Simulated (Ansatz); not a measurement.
PbS2 in space group I4/mcm (No. 140; Pb on 4a, S on 8h), r²SCAN (plane waves, PAW; program Ansatz), all energies at zero smearing, with the estimated change up to a 700 eV cutoff added, with one set of potentials and settings (totals compare only within such a set). Cell of 6 atoms (2 Pb, 4 S): -27467.370 eV.

```json
[
 {"element": "Pb", "reference phase": "Fm-3m, 1 atoms in the cell", "E (eV/atom)": "-11920.8594"},
 {"element": "S", "reference phase": "P2/c, 32 atoms in the cell", "E (eV/atom)": "-905.8156"}
]
```

Formation energy per atom, worked out: (-27467.370 − 2×(-11920.8594) − 4×(-905.8156))/6 = -0.398 eV/atom (-38 kJ per mol of atoms), at 0 K, without zero-point energy or fitted corrections.

The workflow started from a Materials Project entry (that database holds measured and hypothetical structures alike); the Crystallography Open Database copy checked does not list it. Whether it is the stable phase at ambient conditions was not checked. Symmetry was held in the r²SCAN relaxation; whether a distortion lowers the energy is not shown. The references are the lowest solids computed at this level, not always the standard phases. Spin–orbit coupling is left out wherever it is not named.

Potentials: the later of the program's two PAW sets.
